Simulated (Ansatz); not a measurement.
**Sb2Pt, one structure, two calculations**

Cell: an entry of the Crystallography Open Database (COD), its atoms then relaxed with PBE in this cell.

```
Sb Pt
1.0
     6.44000    0.00000    0.00000
     0.00000    6.44000    0.00000
     0.00000    0.00000    6.44000
Sb Pt
8 4
Direct
  0.37447 0.37447 0.37447
  0.12553 0.62553 0.87447
  0.87447 0.12553 0.62553
  0.62553 0.87447 0.12553
  0.62553 0.62553 0.62553
  0.87447 0.37447 0.12553
  0.12553 0.87447 0.37447
  0.37447 0.12553 0.87447
  0.00000 0.00000 0.00000
  0.50000 0.00000 0.50000
  0.50000 0.50000 0.00000
  0.00000 0.50000 0.50000
```

Atom numbers follow the list; atoms alike are taken as one site, whose name carries the number of the first.

First run. Method: Kohn–Sham DFT in Ansatz, PBE, plane waves and PAW, scalar-relativistic, 420 eV cutoff, Γ-centred 5×5×5 k-points, Fermi–Dirac smearing 0.05 eV.

```csv
site,atom,V_zz (10²¹ V/m²),η
Sb,1,6.57,0.00
Pt,9,-6.99,0.00
```

Second run. The same atoms and settings, except that spin–orbit coupling is included (fully relativistic PAW files).

Task: Given the first result, estimate the second.

Result: 

| site | atom | V_zz | η | change of V_zz |
| --- | --- | --- | --- | --- |
| Sb | 1 | 6.54 | 0.00 | -0.03 |
| Pt | 9 | -7.46 | 0.00 | -0.47 |

The largest change of V_zz is on Pt, from -6.99 to -7.46. In per cent, |V_zz| changes by 0 on Sb, +7 on Pt (all sites that start above 2).

At this cell the PBE pressure is 6 GPa, so with PBE the cell would grow if it were relaxed. With no gap above 0.1 eV, as in a metal, the gradients converge slowly in k; expect changes of a tenth or more on a denser mesh. With these PAW files V_zz is typically within 2 to 3 % of all-electron values, but misses above 10 % occur on Sb.
